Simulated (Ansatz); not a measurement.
# Two-dimensional strain map in FeNi

These are results of DFT r2SCAN, scalar-relativistic, plane waves, PAW (Ansatz), not measurements. Cutoff 500 eV, Γ-centred 18×18×14 k-points, Gaussian smearing of 0.15 eV. Collinear spins, started from moments 3.2, 0.8 μB in atom order; the magnetic state may not be the lowest. Energies are free energies at this smearing, counted from the undisturbed cell; pressure is positive in compression.

Reference structure (as given, not relaxed at this level; it stands at -5.4 GPa, and it needn't be the usual structure):

```
Fe Ni
1.0
     2.53300    0.00000    0.00000
     0.00000    2.53300    0.00000
     0.00000    0.00000    3.58200
Fe Ni
1 1
Direct
  0.00000 0.00000 0.00000
  0.50000 0.50000 0.50000
```

The cell is strained by p along both x and y and by q along z, fractional coordinates fixed. Points are written (p, q).

Energy above the undisturbed cell in meV/atom (a dash: not computed):

```csv
p \ q,-0.080,0.000,0.080
-0.080,399.6,168.1,134.2
0.000,36.3,0.0,88.4
0.080,?,?,361.2
```

**Question.** Fill in the withheld energies.

**Answer.** (0.080, -0.080): 96.2; (0.080, 0.000): 190.0.